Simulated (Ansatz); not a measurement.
C in space group I4/mmm (No. 139; C on 8h), r²SCAN (plane waves, PAW; program Ansatz). The conduction-band minimum lies on the Γ–Z line, 42 % of the way from Γ, with 2 equivalent valleys. Second derivatives d²E/dk² of the lowest band at one valley (eV·Å²), along Cartesian directions:

| direction | d²E/dk² |
|---|---|
| [100] | 22.02 |
| [010] | 22.02 |
| [001] | 15.28 |
| [110] | 22.02 |
| [101] | 18.65 |
| [011] | 18.65 |

Q: Find the principal effective masses, the density-of-states mass and the conductivity mass.

A: Off-diagonal terms follow from H_xy = H[110] − (H_xx + H_yy)/2, and m*/mₑ = 7.620 eV·Å² over each eigenvalue: 0.35, 0.35, 0.50. One valley's DOS mass (m₁m₂m₃)^(1/3) = 0.39, conductivity mass 3/(Σ 1/mᵢ) = 0.39 mₑ.

Q: What effective density of states Nc follows at 300 K for parabolic valleys?

A: Nc = 2.509e19 × 2 × (0.39)^(3/2) ≈ 1.2e19 cm⁻³.

The start of the workflow was typed in or built on a structure type; the Crystallography Open Database copy checked does not list it. It is not the phase usual at ambient conditions (space group No. 194, 227). Symmetry was held in the r²SCAN relaxation; its stability against distortions is not shown here.

Potentials: the earlier of the program's two PAW sets.

Edges and masses are those of Kohn–Sham bands, whose gap is no quasiparticle gap.
